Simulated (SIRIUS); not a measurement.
Consider a self-consistent single point of Nb (P-1, 7 atoms in the cell; from Materials Project mp-1104341, changed as shown).

```
Nb
1.0
    2.72552     0.00000     0.00000
    0.15771     4.57584     0.00000
    0.74418     1.85980     9.54613
Nb
7
Direct
  0.64750   0.21778   0.57125
  0.35250   0.78222   0.42875
  0.93924   0.65044   0.71360
  0.06076   0.34956   0.28640
  0.22321   0.07763   0.85667
  0.77679   0.92237   0.14333
  0.50000   0.50000   0.00000
```

Level of theory: PBEsol, GBRV PBEsol ultrasoft pseudopotentials (plane waves; SIRIUS).

SIRIUS settings:

parameters.ngridk: 10 6 4
parameters.xc_functionals: [XC_GGA_X_PBE_SOL, XC_GGA_C_PBE_SOL]
parameters.gk_cutoff: 6.325 1/bohr
parameters.pw_cutoff: 14.143 1/bohr
parameters.smearing: fermi_dirac
parameters.smearing_width: 0.00183747 Ha
potentials: GBRV PBEsol ultrasoft pseudopotentials
parameters.electronic_structure_method: pseudopotential
parameters.num_bands: 55
parameters.num_mag_dims: 0
parameters.num_dft_iter: 100
parameters.energy_tol: 1e-07 Ha
parameters.density_tol: 1e-06
mixer.type: anderson
mixer.beta: 0.5
mixer.use_hartree: true

Results:

```
Property                                                   Value
------------------------------------------------  --------------
Number of valence electrons                                   91
Number of bands                                               55
Number of k-points after the program's reduction             124
Number of plane waves (most at a k-point)                   3459
Number of SCF iterations                                      17
FFT grid                                            27 × 45 × 90
Free energy E − TS                                -11231.1963 eV
Fermi level (on the code's own zero)                    19.10 eV
Pressure                                                5.42 GPa
Largest force (vector length)                         0.085 eV/Å
```

Forces (eV/Å):
| atom | Fx | Fy | Fz |
|---|---|---|---|
| Nb1 | -0.030 | -0.036 | -0.001 |
| Nb2 | 0.030 | 0.036 | 0.001 |
| Nb3 | -0.064 | -0.047 | 0.030 |
| Nb4 | 0.064 | 0.047 | -0.030 |
| Nb5 | -0.051 | -0.043 | 0.018 |
| Nb6 | 0.051 | 0.043 | -0.018 |
| Nb7 | 0.000 | 0.000 | 0.000 |

Stress (GPa, positive for compression):
```
 6.24  -2.39   0.63
-2.39   5.51   2.39
 0.63   2.39   4.51
```

For comparison: a first run was changed to give this one (lattice scaled by 0.98), and from it to this one the free energy is nearly the same (within 1 meV/atom), the pressure goes from -5.52 to 5.42 GPa and the largest force goes from 0.063 to 0.085 eV/Å.

The structure comes from a collection of computed structures, made at another level of theory; the collection holds predicted forms beside known ones. No clean gap shows at this smearing width and mesh (spacing up to 0.23 Å⁻¹); the mesh is coarse for partly filled bands, so the values carry mesh errors.

Cost on one core: around 8 core-minutes (rough).
